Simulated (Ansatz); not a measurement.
SiSn:
```
SiSn
1.0
    3.49616     0.00000     0.00000
    0.00000     3.49616     0.00000
    0.00000     0.00000     3.49616
Sn Si
1 1
Cartesian
  0.00000   0.00000   0.00000
  1.74808   1.74808   1.74808
```

Relaxed with PBE. Special points in fractions of this cell's reciprocal vectors: Γ (0.000, 0.000, 0.000); X (0.000, 0.500, 0.000); M (0.500, 0.500, 0.000); R (0.500, 0.500, 0.500).

### Question
List the band energies nearest the Fermi level at these points for PBE (plane waves, PAW; program Ansatz).

### Answer
In eV from the Fermi level; about four levels below and three above (degenerate sets whole), none deeper than 8.9 eV; … stands for higher levels left out; points with the same levels are listed once.

```csv
k,below,above
Γ,-1.41 -0.50 -0.50 -0.50,3.56 3.56 …
X,-8.87,2.15 2.15 2.74
M,-6.53 -6.30 -5.01 -5.01,3.02 5.52 6.24 6.24
R,-1.79 -1.79 -1.79 -1.78 -1.78 -1.78,…
```

Space group Pm-3m (CsCl type). The cell is a constructed one: a structure type filled with these elements; neither database checked (COD, Materials Project) lists it. Whether it is the stable phase at ambient conditions was not checked. The PBE relaxation kept the symmetry of its start; its stability against distortions is not shown here. Scalar-relativistic: spin–orbit coupling is off unless named, which matters more the heavier the elements.

Potentials: the earlier of the program's two PAW sets.
